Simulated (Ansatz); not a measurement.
BiTeI:
```
CELL_PARAMETERS angstrom
      4.30065     0.00000     0.00000
     -2.15033     3.72448     0.00000
      0.00000     0.00000     6.67712
ATOMIC_POSITIONS crystal
  Bi 0.00000 0.00000 0.92084
  Te 0.66667 0.33333 0.66660
  I  0.33333 0.66667 0.23187
```

Tensor components refer to the Cartesian frame of this cell.

Give the high-frequency dielectric tensor and the Born effective charge tensors of the independent atoms from DFPT, the program Ansatz at the LDA level (PAW).


ε∞:
```
16.0  0.00  0.00
0.00  16.0  0.00
0.00  0.00  11.3
```
Z* of atom 1 (Bi), rows: field, columns: displacement, in e:
```
5.56  0.00  0.00
0.00  5.56  0.00
0.00  0.00  2.00
```
Z* of atom 2 (Te), rows: field, columns: displacement, in e:
```
-2.71   0.00   0.00
 0.00  -2.71   0.00
 0.00   0.00   0.11
```
Z* of atom 3 (I), rows: field, columns: displacement, in e:
```
-2.85   0.00   0.00
 0.00  -2.85   0.00
 0.00   0.00  -2.11
```

Static charges for comparison (Bader): Bi1 +0.75, Te2 -0.34, I3 -0.41 e. Born charges measure polarisation by displacement and can exceed these by far.

Space group P3m1. The first step of the workflow began from a Materials Project structure, measured or hypothetical; the Crystallography Open Database files this formula in space group No. 156, but the cells were not matched. Its standing as an ambient phase is unchecked. The cell was relaxed with LDA under the symmetry of its start; its stability against distortions is not shown here. A crystal of weakly bound layers computed without a dispersion correction: the cell and the soft elastic constants depend strongly on that. Scalar-relativistic: spin–orbit coupling is off unless named, which matters more the heavier the elements.

Potentials: the later of the program's two PAW sets.
